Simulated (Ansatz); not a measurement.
**Ge (space group P4_32_12): frozen-phonon scan**

Relaxed Ge (space group P4_32_12):

```
Ge
1.0
    5.87865     0.00000     0.00000
    0.00000     5.87865     0.00000
    0.00000     0.00000     6.89847
Ge
12
Direct
  0.08823   0.08823   0.00000
  0.41177   0.58823   0.75000
  0.91177   0.91177   0.50000
  0.58823   0.41177   0.25000
  0.17202   0.36996   0.25632
  0.13004   0.67202   0.00632
  0.82798   0.63004   0.75632
  0.86996   0.32798   0.50632
  0.67202   0.13004   0.99368
  0.63004   0.82798   0.24368
  0.32798   0.86996   0.49368
  0.36996   0.17202   0.74368
```

A phonon eigenvector at Γ is frozen into this cell: atom i moves by Q times the vector below, so Q is the largest atomic displacement, in Å. The cell is held.

| atom | x | y | z |
|---|---|---|---|
| Ge1 | -0.224 | -0.224 | 0.000 |
| Ge2 | 0.224 | -0.224 | 0.000 |
| Ge3 | 0.224 | 0.224 | 0.000 |
| Ge4 | -0.224 | 0.224 | 0.000 |
| Ge5 | -0.554 | 0.693 | 0.461 |
| Ge6 | -0.693 | -0.554 | 0.461 |
| Ge7 | 0.554 | -0.693 | 0.461 |
| Ge8 | 0.693 | 0.554 | 0.461 |
| Ge9 | -0.554 | -0.693 | -0.461 |
| Ge10 | -0.693 | 0.554 | -0.461 |
| Ge11 | 0.554 | 0.693 | -0.461 |
| Ge12 | 0.693 | -0.554 | -0.461 |

Computed with LDA (plane waves to 420 eV, PAW, scalar-relativistic; Ansatz, a program for electronic structure). k mesh 5×5×4 (Γ-centred), Fermi-Dirac smearing 0.05 eV. Energies are smeared free energies. Stress and pressure are positive under compression. Ge was relaxed with its symmetry unable to fall. This is one of several known forms of Ge; the measured ambient cells at hand have space group No. 227. The zero of ΔE is the undisplaced structure.

```csv
Q (Å),ΔE (eV/cell),−dE/dQ from forces (eV/Å),P (GPa)
-0.180,1.334,15.172,3.59
-0.150,0.919,12.492,2.67
-0.120,0.584,9.877,1.89
-0.090,0.326,7.323,1.23
-0.060,0.144,4.828,0.70
-0.030,0.036,2.387,0.29
0.000,0.000,-0.002,0.00
0.030,0.035,-2.342,-0.17
0.060,0.140,-4.635,-0.22
0.090,0.313,-6.885,-0.16
0.120,0.553,-9.093,0.03
0.150,0.858,-11.259,0.32
0.180,1.228,-13.381,0.73
```

Derived quantities:

* **Energy at Q = 0.180 Å**: 1228 meV/cell
* **Space group of the distorted cell**: P4_32_12 (No. 96), as undistorted: a fully symmetric mode
* **Symmetry of the curve**: not even: the negative side lies higher at ±0.180 Å
* **Shape of the curve**: a single well with its minimum at or next to zero displacement
* **Harmonic wavenumber from the curvature (finite differences)**: 187 cm⁻¹
* **Wavenumber by perturbation theory (DFPT, on another k mesh)**: 188 cm⁻¹

(A displaced cell: forces are minus the slopes of the energy, force constants its curvatures, and phonons follow from these.)
